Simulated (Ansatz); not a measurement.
Task: Name crystals whose computed values (PBEsol in the plane-wave PAW code Ansatz) fall in these windows: B₀ by P(V) fit (GPa) 190 to 250; highest Γ mode, no LO–TO term (cm⁻¹) 270 to 320; G_Hill (GPa) 89 to 110.

Result: 

| crystal | B₀ by P(V) fit (GPa) | highest Γ mode, no LO–TO term (cm⁻¹) | G_Hill (GPa) |
|---|---|---|---|
| AlRh, CsCl type | 212 | 289 | 104 |
| Ni3Ge, Cu3Au type | 218 | 299 | 101 |
| AlIr, CsCl type | 247 | 292 | 105 |
| MgPt3, Cu3Au type | 212 | 284 | 93.9 |
Others may fit too.

Standing as an ambient phase not checked: AlRh, CsCl type; Ni3Ge, Cu3Au type; AlIr, CsCl type; MgPt3, Cu3Au type. Perhaps ordered models of mixed-site phases: AlRh, CsCl type; AlIr, CsCl type. All cells were relaxed under the symmetry of their starts (and spin orders); stability against distortions was not tested throughout. Rows with no word on spin ran without spin polarisation. Scalar-relativistic: spin–orbit coupling is off unless named, which matters more the heavier the elements.

Potentials: the later of the program's two PAW sets.
